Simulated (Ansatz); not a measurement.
## Elastic constants of AlO$_{2}$: input and output

The calculation used DFT PBE, scalar-relativistic, plane waves, PAW (Ansatz).

Launched with:
```bash
ansatz run input.yaml --threads 4 --pin off --max-ram 12288MiB --backend cpu --events-out ev --progress --plain --runs-dir out
```

Input (bare energies are in eV):
```yaml
crystal:
  lattice:
    - [9.3491388215, 0.0, 0.0]
    - [0.0, 2.9167513745, 0.0]
    - [0.0, 0.0, 4.8209570501]
  atoms:
    - { symbol: Al, position: [0.162917115, 0.25, 0.9583546288] }
    - { symbol: Al, position: [0.837082885, 0.75, 0.0416453712] }
    - { symbol: Al, position: [0.337082885, 0.75, 0.4583546288] }
    - { symbol: Al, position: [0.662917115, 0.25, 0.5416453712] }
    - { symbol: O, position: [0.7709227309, 0.25, 0.2296434752] }
    - { symbol: O, position: [0.2290772691, 0.75, 0.7703565248] }
    - { symbol: O, position: [0.7290772691, 0.75, 0.7296434752] }
    - { symbol: O, position: [0.2709227309, 0.25, 0.2703565248] }
    - { symbol: O, position: [0.9686418594, 0.25, 0.8453221469], spin: 0.91 }
    - { symbol: O, position: [0.0313581406, 0.75, 0.1546778531], spin: 0.91 }
    - { symbol: O, position: [0.5313581406, 0.75, 0.3453221469], spin: 0.91 }
    - { symbol: O, position: [0.4686418594, 0.25, 0.6546778531], spin: 0.91 }
basis:
  ecutwfc: 420
kpoints:
  mp_grid: { grid: [4, 12, 8] }
hamiltonian:
  xc: pbe
scf:
  occupations: { method: gaussian, width: 0.01 }
output:
  forces: true
  stress: true
  eigenvalues: true
  populations: true
magnetization:
  spin_polarized: true
elastic:
  mode: relaxed_ion
  stencil: two_point
```

From the output:
```
--- Elastic constants: 6 strain directions × 2 members + reference (group order 8) ---
  dense FFT box of the reference and of every strained cell: 64×20×36
  strains applied: 11, 22, 33, 23, 13, 12; error gains: componentwise 1.00 (the most a stress slope's error grows in a printed constant), spectral 1.00 (1 for all six strains in a standard setting)
  reference relaxed by the batch: 4 steps; max|allowed force component| 3.98e-4 eV/Å at the deck's positions, 3.58e-5 at the last accepted step, 3.57e-5 by the solve of record
  largest displacement 1.8e-4 Å; the constants are those of the deck's cell at these positions:
  atoms:
    - { symbol: Al, position: [0.16291599627977996, 0.24999999999999997, 0.9583703061673119] }
    - { symbol: Al, position: [0.8370840037202201, 0.7499999999999999, 0.04162969383268773] }
    - { symbol: Al, position: [0.33708400372022, 0.7499999999999999, 0.4583703061673123] }
    - { symbol: Al, position: [0.6629159962797798, 0.24999999999999997, 0.5416296938326877] }
    - { symbol: O, position: [0.7709131056260443, 0.24999999999999997, 0.22961048764088043] }
    - { symbol: O, position: [0.22908689437395552, 0.7499999999999999, 0.7703895123591197] }
    - { symbol: O, position: [0.7290868943739555, 0.7499999999999999, 0.7296104876408802] }
    - { symbol: O, position: [0.2709131056260444, 0.24999999999999997, 0.2703895123591195] }
    - { symbol: O, position: [0.9686451900492378, 0.24999999999999997, 0.8453155707594097] }
    - { symbol: O, position: [0.03135480995076221, 0.7499999999999999, 0.15468442924059023] }
    - { symbol: O, position: [0.5313548099507621, 0.7499999999999999, 0.3453155707594097] }
    - { symbol: O, position: [0.4686451900492378, 0.24999999999999997, 0.6546844292405902] }
  C = ∂σ_k/∂η_j (tension-positive GPa; Voigt order 11 22 33 23 13 12):
       238.802     62.536     89.153      0.000      0.000      0.000
        62.518    262.342     62.615      0.000      0.000      0.000
        89.201     62.669    137.484      0.000      0.000      0.000
         0.000      0.000      0.000     58.701      0.000      0.000
         0.000      0.000      0.000      0.000     50.903      0.000
         0.000      0.000      0.000      0.000      0.000     39.806
  reference stress σ⁰ (GPa):     -0.003      0.003     -0.002     -0.000     -0.000     -0.000
  C* (energy form; C + prestress term) asymmetry max|C*_kj − C*_jk| = 4.897e-2 GPa — a small one proves nothing (zero by symmetry where the batch's group is 432, −43m or m−3m); a large one is finite-difference/SCF noise where every solve ...
  moduli (Voigt/Reuss/Hill, GPa): K = 118.59/110.55/114.57   G = 58.17/52.07/55.12   E = 142.50   ν = 0.293
  mechanically stable: yes (min eigenvalue of sym C = 39.81 GPa)
  strain η (Voigt 11):  stress-route row diagonal C_11 = 238.80 GPa, energy-path curvature d²(F+E_count+ΔE)/dδ²/Ω₀ = 238.58 GPa
         δ    σ_11 (GPa) F (eV) n_scf n_hpsi n_pw
    -2.000e-3      -0.4819       -6695.2762610       2   66251   2608   relax 6 steps, max|allowed force component| 1.42e-5 eV/Å
     2.000e-3       0.4733       -6695.2762678       2   66164   2616   relax 5 steps, max|allowed force component| 3.00e-5 eV/Å
  strain η (Voigt 22):  stress-route row diagonal C_22 = 262.34 GPa, energy-path curvature d²(F+E_count+ΔE)/dδ²/Ω₀ = 262.19 GPa
         δ    σ_22 (GPa) F (eV) n_scf n_hpsi n_pw
    -2.000e-3      -0.5257       -6695.2762462       2   67543   2600   relax 6 steps, max|allowed force component| 3.15e-5 eV/Å
     2.000e-3       0.5237       -6695.2761917       2   66771   2608   relax 5 steps, max|allowed force component| 1.47e-5 eV/Å
  strain η (Voigt 33):  stress-route row diagonal C_33 = 137.48 GPa, energy-path curvature d²(F+E_count+ΔE)/dδ²/Ω₀ = 137.38 GPa
         δ    σ_33 (GPa) F (eV) n_scf n_hpsi n_pw
    -2.000e-3      -0.2750       -6695.2764371       2   66312   2596   relax 6 steps, max|allowed force component| 2.10e-5 eV/Å
     2.000e-3       0.2750       -6695.2764201       2   65373   2616   relax 6 steps, max|allowed force component| 5.11e-6 eV/Å
  strain η (Voigt 23):  stress-route row diagonal C_44 = 58.70 GPa, energy-path curvature d²(F+E_count+ΔE)/dδ²/Ω₀ = 58.69 GPa
         δ    σ_23 (GPa) F (eV) n_scf n_hpsi n_pw
    -2.000e-3      -0.1174       -6695.2765307       2   94830   2604   relax 7 steps, max|allowed force component| 2.48e-5 eV/Å
     2.000e-3       0.1174       -6695.2765307       2   94762   2604   relax 7 steps, max|allowed force component| 7.78e-6 eV/Å
  strain η (Voigt 13):  stress-route row diagonal C_55 = 50.90 GPa, energy-path curvature d²(F+E_count+ΔE)/dδ²/Ω₀ = 50.81 GPa
         δ    σ_13 (GPa) F (eV) n_scf n_hpsi n_pw
    -2.000e-3      -0.1018       -6695.2765519       2   79204   2608   relax 6 steps, max|allowed force component| 4.03e-5 eV/Å
     2.000e-3       0.1018       -6695.2765519       2   79229   2608   relax 4 steps, max|allowed force component| 1.58e-5 eV/Å
  strain η (Voigt 12):  stress-route row diagonal C_66 = 39.81 GPa, energy-path curvature d²(F+E_count+ΔE)/dδ²/Ω₀ = 39.71 GPa
         δ    σ_12 (GPa) F (eV) n_scf n_hpsi n_pw
    -2.000e-3      -0.0796       -6695.2765656       2   82505   2608   relax 5 steps, max|allowed force component| 1.33e-5 eV/Å
     2.000e-3       0.0796       -6695.2765656       2   82376   2608   relax 5 steps, max|allowed force component| 1.78e-5 eV/Å
--- Löwdin populations: 12 sites ---
  site symbol q [e]    m [muB]
     0     Al      1.6751    -0.0362
     1     Al      1.6751    -0.0362
     2     Al      1.6751    -0.0362
     3     Al      1.6751    -0.0362
     4      O      6.8204     0.0684
     5      O      6.8204     0.0684
     6      O      6.8204     0.0684
     7      O      6.8204     0.0684
     8      O      6.4001     0.9722
     9      O      6.4001     0.9722
    10      O      6.4001     0.9722
    11      O      6.4001     0.9722
  spilling = 0.006960 (of n_electrons = 60.000000)
```

Time: 29 min on 4 threads of AMD EPYC 7R43 64-Core Processor (Zen 3), on a shared host, peak memory 1.8 GiB.